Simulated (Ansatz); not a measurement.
# Magnetic states of manganese, diamond

Computed with Ansatz, DFT, BLYP, plane waves (420 eV) with PAW, scalar-relativistic. (PAW data from PBE, frozen cores regenerated.)

Each start was relaxed and then solved on a dense mesh, with Fermi-Dirac smearing of 0.05 eV (0.1 eV in a metal without spin) extrapolated to zero. Rows within 2 meV/atom of each other tie.

Question: Where does each start end, and how do the energies compare? Starts: non-magnetic; antiferromagnetic.

Answer: 
```csv
start,ends,ΔE (meV/atom),V (Å³/atom)
antiferromagnetic,"antiferromagnetic, largest moment 2.09 μB in the atomic sphere",0.0,17.60
non-magnetic,spin not included,109.0,15.78
```
